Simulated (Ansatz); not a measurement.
**What DFT gives for Y$_{3}$Zn$_{2}$**

```
Y Zn
1.0
     5.19064    0.00000    0.00000
    -2.59532    4.49523    0.00000
    -2.59532    1.49841    5.37139
Y Zn
3 2
Direct
  0.00000 0.00000 0.00000
  0.39900 0.60100 0.19700
  0.60100 0.39900 0.80300
  0.79460 0.20540 0.38380
  0.20540 0.79460 0.61620
```

Single point in Ansatz 0.2.0 with PBE, no spin polarisation. Cutoff 420 eV, PAW datasets, 8×8×8 Γ-centred k mesh, methfessel-paxton filling (width 0.2007 eV).

**Question.** What do density and ELF say about some of the short contacts?

**Answer.** Y–Zn at 3.12 Å: least valence density 0.15 e/Å³ and ELF 0.18 there. Y–Y at 3.18 Å: least valence density 0.13 e/Å³ and ELF 0.12 there. Zn–Zn at 3.25 Å: least valence density 0.12 e/Å³ and ELF 0.33 there. These are pseudo-fields; inside the PAW spheres they differ from the all-electron ones.

**Question.** Metal or insulator?

**Answer.** It is a metal, with about 4.9 states/eV a cell as the mean within 0.25 eV of the Fermi level, mostly Y d (83 %).

**Question.** Is the cell too large or too small?

**Answer.** The pressure is -0.6 GPa (compression positive), so with the atoms held at these fractions the cell would first shrink.

**Question.** Is it stable against the elements?

**Answer.** 0.08 eV an atom against the elements' usual phases (free molecules for gases, crystals otherwise, with no correction for O₂ or N₂), so at this geometry it isn't bound against them. Relaxing would lower it.

**Question.** Which element gives electrons and which takes them?

**Answer.** Bader charges in e: Y +0.40 to +0.82, Zn -1.02. In the mean Y gives up most and Zn takes most.

Origin: a known structure type with other elements, at an estimated volume, so it need not be a known compound. Caveats: wide smearing.
